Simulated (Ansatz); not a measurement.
Nb2C:
```yaml
crystal:
  lattice:
    - [10.86802, 0.00000, 0.00000]
    - [0.00000, 3.07331, 0.00000]
    - [0.00000, 0.00000, 4.94791]
  atoms:
    - { symbol: Nb, position: [0.29609, 0.75000, 0.73619] }
    - { symbol: Nb, position: [0.70391, 0.25000, 0.26381] }
    - { symbol: Nb, position: [0.20391, 0.25000, 0.23619] }
    - { symbol: Nb, position: [0.79609, 0.75000, 0.76381] }
    - { symbol: Nb, position: [0.54512, 0.25000, 0.75415] }
    - { symbol: Nb, position: [0.45488, 0.75000, 0.24585] }
    - { symbol: Nb, position: [0.95488, 0.75000, 0.25415] }
    - { symbol: Nb, position: [0.04512, 0.25000, 0.74585] }
    - { symbol: C, position: [0.37522, 0.25000, 0.99153] }
    - { symbol: C, position: [0.62478, 0.75000, 0.00847] }
    - { symbol: C, position: [0.12478, 0.75000, 0.49153] }
    - { symbol: C, position: [0.87522, 0.25000, 0.50847] }
```

Relaxed with PBEsol. Special points in fractions of this cell's reciprocal vectors: Γ (0.000, 0.000, 0.000); X (0.500, 0.000, 0.000); S (0.500, 0.500, 0.000); Y (0.000, 0.500, 0.000); Z (0.000, 0.000, 0.500); U (0.500, 0.000, 0.500); R (0.500, 0.500, 0.500); T (0.000, 0.500, 0.500).

**Question.** List the band energies nearest the Fermi level at these points for plane-wave PAW PBEsol (Ansatz code).

**Answer.** In eV from the Fermi level; about four levels below and three above (degenerate sets whole), none deeper than 8.9 eV; points with the same levels are listed once.

| k | below | above |
|---|---|---|
| Γ | -0.41 -0.13 -0.10 -0.05 | 0.46 0.50 0.54 |
| X | -0.61 -0.61 -0.37 -0.37 | 0.05 0.05 0.77 0.77 |
| S | -0.52 -0.52 -0.52 -0.52 | 2.66 2.66 2.66 2.66 |
| Y | -0.81 -0.81 -0.37 -0.37 | 2.52 2.52 2.64 2.64 |
| Z | -0.62 -0.62 -0.29 -0.29 | 0.44 0.44 1.30 1.30 |
| U | -0.41 -0.41 -0.39 -0.39 | 0.39 0.39 1.32 1.32 |
| R | -0.24 -0.24 -0.24 -0.24 | 1.01 1.01 1.01 1.01 |
| T | -0.50 -0.50 -0.03 -0.03 | 0.81 0.81 2.58 2.58 |

Space group Pnma. The first step of the workflow began from a Materials Project structure, measured or hypothetical; the Crystallography Open Database copy checked does not list it. Its standing as an ambient phase is unchecked. Symmetry was held in the PBEsol relaxation; whether a distortion lowers the energy is not shown. The run is not spin-polarised. Scalar-relativistic: spin–orbit coupling is off unless named, which matters more the heavier the elements.

Potentials: the earlier of the program's two PAW sets. The files were generated under PBE; for other functionals the program regenerates the frozen cores, and for LDA and PBEsol the local potential too.
